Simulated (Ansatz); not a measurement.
Relaxed TaAs (NbAs type, space group I4_1md):

```yaml
crystal:
  lattice:
    - [-1.73159, 1.73159, 5.86738]
    - [1.73159, -1.73159, 5.86738]
    - [1.73159, 1.73159, -5.86738]
  atoms:
    - { symbol: Ta, position: [0.99912, 0.99912, 0.00000] }
    - { symbol: Ta, position: [0.74912, 0.24912, 0.50000] }
    - { symbol: As, position: [0.41688, 0.41688, 0.00000] }
    - { symbol: As, position: [0.16688, 0.66688, 0.50000] }
```

In each cell atom 2 (Ta, nearest neighbour As at 2.622 Å; its periodic images, 3.5 Å or more away, move with it) moves by s·(0.000, 0.000, 1.000) (along Cartesian z), the rest being held.

Level of theory: PBE (plane waves to 420 eV, PAW, scalar-relativistic; Ansatz, a quantum-chemistry and plane-wave program). k mesh 15×15×15 (Γ-centred), Fermi-Dirac smearing 0.05 eV. Energies are smeared free energies. With partly filled bands, energies and forces of such displacements shift with the k mesh and the smearing. At this level the bands of TaAs touch or barely overlap. Spin-orbit coupling is left out, though Ta is heavy. TaAs is run without spin polarisation. TaAs was relaxed with its symmetry unable to fall. The PAW data are Ansatz's earlier set. The zero of ΔE is the undisplaced structure.

```csv
s (Å),ΔE (eV/cell)
-0.260,0.430
-0.208,?
-0.156,0.165
-0.104,0.075
-0.052,0.019
0.000,0.000
0.052,0.020
0.104,0.083
0.156,0.189
0.208,?
0.260,0.541
```

Question: Complete the blanks.

Answer: 
- -0.208, ΔE (eV/cell): 0.284
- 0.208, ΔE (eV/cell): 0.342

(For displaced atoms, the force is minus the slope of the energy, and its curvature is a force constant, which sets phonon frequencies.)
